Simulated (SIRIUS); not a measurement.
A self-consistent single point of WSe2 (P1, 12 atoms in the cell; from Materials Project mp-1821, changed as shown) with SIRIUS.

All values come from this method and carry its errors: LDA (PW92), GBRV LDA ultrasoft pseudopotentials (plane waves; SIRIUS).

The change in words: atoms moved at random. Reference geometry (P6_3/mmc):
```yaml
crystal:
  lattice:
    - [3.31993, 0.00000, 0.00000]
    - [0.00000, 5.75029, 0.00000]
    - [0.00000, 0.00000, 13.73719]
  atoms:
    - { symbol: W, position: [0.50000, 0.16667, 0.75000] }
    - { symbol: W, position: [0.00000, 0.33333, 0.25000] }
    - { symbol: W, position: [0.00000, 0.66667, 0.75000] }
    - { symbol: W, position: [0.50000, 0.83333, 0.25000] }
    - { symbol: Se, position: [0.00000, 0.33333, 0.87100] }
    - { symbol: Se, position: [0.50000, 0.16667, 0.12900] }
    - { symbol: Se, position: [0.50000, 0.16667, 0.37100] }
    - { symbol: Se, position: [0.00000, 0.33333, 0.62900] }
    - { symbol: Se, position: [0.50000, 0.83333, 0.87100] }
    - { symbol: Se, position: [0.00000, 0.66667, 0.12900] }
    - { symbol: Se, position: [0.00000, 0.66667, 0.37100] }
    - { symbol: Se, position: [0.50000, 0.83333, 0.62900] }
```

Reference input (self-consistent single point, DFT, LDA (PW92), plane waves, GBRV LDA ultrasoft pseudopotentials): parameters.ngridk = 6 4 2; parameters.xc_functionals = [XC_LDA_X, XC_LDA_C_PW]; parameters.gk_cutoff = 6.325 1/bohr; parameters.pw_cutoff = 14.143 1/bohr; parameters.smearing = fermi_dirac; parameters.smearing_width = 0.00183747 Ha; potentials = GBRV LDA ultrasoft pseudopotentials; parameters.electronic_structure_method = pseudopotential; parameters.num_bands = 62; parameters.num_mag_dims = 0; parameters.num_dft_iter = 100; parameters.energy_tol = 1e-07 Ha. This run's input differs from it in these lines:

```diff
@@ -45,16 +45,16 @@
       "W": [
-        [1.659965, 0.9583832501, 10.3028925],
-        [0.0, 1.9167607499, 3.4342975],
-        [0.0, 3.8335272501, 10.3028925],
-        [1.659965, 4.7919047499, 3.4342975]
+        [1.7401778287, 0.9505168561, 10.3352435825],
+        [0.0664019199, 1.9615094911, 3.4649176965],
+        [0.0666077556, 3.8880802324, 10.339186156],
+        [1.7023538662, 4.7332173106, 3.3944733862]
       ],
       "Se": [
-        [0.0, 1.9167607499, 11.96509249],
-        [1.659965, 0.9583832501, 1.77209751],
-        [1.659965, 0.9583832501, 5.09649749],
-        [0.0, 1.9167607499, 8.64069251],
-        [1.659965, 4.7919047499, 11.96509249],
-        [0.0, 3.8335272501, 1.77209751],
-        [0.0, 3.8335272501, 5.09649749],
-        [1.659965, 4.7919047499, 8.64069251]
+        [-0.0264266428, 1.9454719379, 11.938483553],
+        [1.6147342737, 0.9506836145, 1.7297457532],
+        [1.6678033547, 0.9318571716, 5.076468667],
+        [-0.0515618328, 1.9202396741, 8.6582898504],
+        [1.605803662, 4.7788745973, 11.9832255808],
+        [-0.0270242302, 3.8233894924, 1.7911922041],
+        [-0.0484776179, 3.8367186599, 5.072567305],
+        [1.6493976628, 4.7811632119, 8.6393462654]
       ]
```

Output (repeated stretches shortened):

```
[find] density tolerance         : 1e-06
[find] total energy tolerance    : 1e-07
[find] iter_solver_tol (initial) : 0.01
[find] iter_solver_tol (target)  : 1e-13
[find] num_dft_iter              : 100
Charges and magnetic moments
--------------------------------------------------------------------------------
total charge          : 104.000000
[find] | SCF iteration   0 out of 100|
[diagonalize] iterative solver tolerance (occupied, empty): 0.01 0.01
[diagonalize] average number of iterations: 2
[find] Charges and magnetic moments
[find] total charge          : 104.000000
[find] Energy
   [... lines left out ...]

[find] Charges and magnetic moments
[find] total charge          : 104.000000
[find] Energy
[find] smearing (-TS)                 :      -0.00000016
[find] Total energy                   :    -491.51408223 (Ha),    -983.02816445 (Ry)
[find] Free energy (E-TS)             :    -491.51408239 (Ha),    -983.02816478 (Ry)
[find] band gap (eV)                  :       0.99516982
[find] Efermi                         :       0.36635753
[find] iteration : 22, RMS (target) : 8.3817e-07 (1.0000e-06) , energy difference (target) : -1.1369e-13 (1.0000e-07)
[find] bands are converged : true
[find] iterative solver converged : true
[find] converged after 23 SCF iterations!
[find] Charges and magnetic moments
[find] total charge          : 104.000000
[find] Energy
[find] smearing (-TS)                 :      -0.00000016
[find] Total energy                   :    -491.51408223 (Ha),    -983.02816445 (Ry)
[find] Free energy (E-TS)             :    -491.51408239 (Ha),    -983.02816478 (Ry)
[find] band gap (eV)                  :       0.99516982
[find] Efermi                         :       0.36635753
[ground_state] === stress tensor components [kbar] ===
[ground_state] === stress_total ===
[ground_state]    56.354409   -2.607668   -1.839381
[ground_state]    -2.607668   59.286320   -0.897862
[ground_state]    -1.839381   -0.897862   29.969458
[ground_state] ==== total Forces in Ha/bohr =====
   [... lines left out ...]
[ground_state] atom:    7, force:       0.0216269      0.0037686      0.0093878
[ground_state] atom:    8, force:       0.0233367      0.0089368      0.0077375
[ground_state] atom:    9, force:       0.0140925     -0.0045308     -0.0135477
[ground_state] atom:   10, force:       0.0166535      0.0025562      0.0080518
[ground_state] atom:   11, force:       0.0126111      0.0053654      0.0096357
```

The run converged in 23 iterations. SIRIUS prints the stress tensor with tension positive. Against the reference run the free energy goes up by 43.5 meV/atom, the pressure goes from -6.09 to -4.85 GPa, the largest force goes from 0.296 to 2.282 eV/Å and the gap on the mesh goes from 1.158 to 0.995 eV.

Spin-orbit coupling is left out, which matters for bands and gaps with elements this heavy. Forces above 1 eV/Å remain at this geometry. The structure comes from a collection of computed structures, made at another level of theory; the collection holds predicted forms beside known ones.

Cost on one core: roughly 9 core-minutes.

The gap that the log prints is read on the run's mesh, which can miss the band edges or a crossing.
